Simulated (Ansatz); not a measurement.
# RbLuS2 in the NaFeO2-type structure

**What was measured.** A measured cell of trigonal RbLuS2 (space group R-3m) at 293 K, from the Crystallography Open Database (1996), has a, c = 3.991, 22.838 Å and 26.25 Å³/atom.

The computed numbers are results of PBEsol, scalar-relativistic (no spin polarisation) in the plane-wave PAW code Ansatz at 420 eV, Γ-centred 10×10×10 mesh, 0.05 eV Gaussian smearing. The datasets are Ansatz's generated set soft_2.

```cif
data_structure
_symmetry_space_group_name_H-M 'R-3m:H'
_symmetry_Int_Tables_number 166
_cell_length_a 3.9320
_cell_length_b 3.9320
_cell_length_c 22.6342
_cell_angle_alpha 90.000
_cell_angle_beta 90.000
_cell_angle_gamma 120.000
_cell_volume 303.06
loop_
_atom_site_label
_atom_site_type_symbol
_atom_site_symmetry_multiplicity
_atom_site_Wyckoff_symbol
_atom_site_fract_x
_atom_site_fract_y
_atom_site_fract_z
_atom_site_occupancy
Rb1 Rb 3 b 0.66667 0.33333 0.83333 1
Lu1 Lu 3 a 0.00000 0.00000 0.00000 1
S1 S 6 c 0.33333 0.66667 0.93641 1
```

The start was a prototype's sites filled with these elements; the Crystallography Open Database holds the compound in this structure.

The cell above was scaled in volume, and shape and atoms were relaxed at each volume within its symmetry. Energies are counted from the cell above.

The cell is relaxed to zero pressure at this level.

| V (Å³/atom) | ΔE (meV/atom) | P from the stress (GPa) |
| --- | --- | --- |
| 24.245 | 6.67 | 2.18 |
| 24.750 | 1.62 | 1.04 |
| 25.255 | 0.00 | 0.01 |
| 25.760 | 1.44 | -0.91 |
| 26.266 | 5.61 | -1.73 |

Question: Do the energies and the pressures agree? Compare −ΔE/ΔV between neighbouring points (1 meV/Å³ = 0.1602 GPa) with the mean of their pressures.

Answer: 
| interval (Å³/atom) | −ΔE/ΔV (GPa) | mean P (GPa) |
| --- | --- | --- |
| 24.25 to 24.75 | 1.6 | 1.6 |
| 24.75 to 25.26 | 0.5 | 0.5 |
| 25.26 to 25.76 | -0.5 | -0.4 |
| 25.76 to 26.27 | -1.3 | -1.3 |
They differ by 0.01 GPa at most.

Question: What do the two routes give for V0, B0 and B0′?

Answer: A third-order Birch–Murnaghan fit of the energies: V0 = 25.26 Å³/atom, B0 = 48 GPa, B0′ = 4.5. A polynomial of P in ln V, with B = −dP/d ln V at P = 0: V0 = 25.26 Å³/atom, B0 = 49 GPa, B0′ = 4.5.

B0·V0 = 48.4 GPa × 25.26 Å³ = 7.64 eV/atom sets the scale: near the minimum ΔE ≈ ½ B0 V0 x², with x = V/V0 − 1, and a pressure of 0.5 GPa squeezes the volume by about 1 %. At the ends of the curve: x = −4.0 % predicts 6.2 meV/atom and the run gives 6.7; x = +4.0 % predicts 6.0 meV/atom and the run gives 5.6. Compression costs more and expansion less than the parabola says, since the crystal stiffens as it shrinks; B0′ measures that.

**Against experiment.** PBEsol gives 3.932, 22.634 Å and 25.26 Å³/atom, −3.8 % in volume (−1.3 % in length) from the database's cell. That is a large miss for PBEsol, or the entry is off.

For elements this heavy, spin–orbit coupling would shift levels and gaps; it isn't included here.
